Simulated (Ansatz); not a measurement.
GaAs (zinc blende)

```
CELL_PARAMETERS angstrom
      0.00000     2.83278     2.83278
      2.83278     0.00000     2.83278
      2.83278     2.83278     0.00000
ATOMIC_POSITIONS crystal
  As 0.75000 0.75000 0.75000
  Ga 0.00000 0.00000 0.00000
```

E(V) scan at fixed shape, V₀ the volume above. Symmetry pins the atoms to their sites.

Computed with r2SCAN (plane waves to 500 eV, PAW, scalar-relativistic; Ansatz, a quantum-chemistry and plane-wave program). k mesh 10×10×10 (Γ-centred), Fermi-Dirac smearing 0.05 eV. Compression counts positive. GaAs was relaxed with its symmetry unable to fall. The PAW data are Ansatz's earlier set.

At one point of the scan the stress tensor (GPa) is:

```
  -5.52     0.00     0.00
   0.00    -5.52     0.00
   0.00     0.00    -5.52
```

Q: Which point is it?
A) V/V₀ = 1.067
B) V/V₀ = 1.100
C) V/V₀ = 1.033
D) V/V₀ = 1.017

A: B, V/V₀ = 1.100

(Under strain, the slope of the energy per volume gives the stress and its curvature an elastic modulus.)
